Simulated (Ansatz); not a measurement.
## Tl, one cell by several methods

```
Tl
1.0
    -1.94100    1.94100    1.94100
     1.94100   -1.94100    1.94100
     1.94100    1.94100   -1.94100
Tl
1
Cartesian
  0.0000 0.0000 0.0000
```

The cell is COD entry 9008555, as deposited and not checked against the literature; nothing was relaxed.

Spin–orbit coupling is left out, though it moves levels of the heavy atoms by tenths of an eV or more.

Methods: DFT, LDA, PAW with Ansatz's default frozen-core files, scalar-relativistic (Ansatz 0.2.0); DFT, LDA, all-electron PAW with datasets made for the crystal, scalar-relativistic (Ansatz 0.2.0); DFT, LDA, all-electron LAPW, scalar-relativistic (Ansatz 0.2.0).

For PAW: a Γ-centred 13×13×13 k mesh, Fermi–Dirac smearing of 0.05 eV, cutoff 420 eV, no spin polarisation; the PAW files were made with PBE, and the program remakes their frozen cores for this functional. The crystal-made all-electron datasets (AE datasets) take a cutoff of 260 eV at this cell. LAPW targets a basis error of 0.25 meV/atom. The Ansatz runs share mesh, smearing and spin set-up. Plane-wave (PAW) pressures include the program's estimate of the Pulay term.

Stress and pressure are positive in compression.

Levels count from the Fermi level.

```csv
quantity,PAW,AE datasets,LAPW
pressure (GPa),-2.48,-2.47,-2.47
highest filled level at H (eV),-1.749,-1.745,-1.745
lowest empty level at H (eV),1.445,1.445,1.445
highest filled level at P (eV),-4.281,-4.278,-4.278
lowest empty level at P (eV),0.802,0.802,0.802
```

PAW's pressure differs from the LAPW value by about 0.01 GPa or less. Datasets made for the crystal and LAPW share parts of one code, so their agreement isn't an independent check.
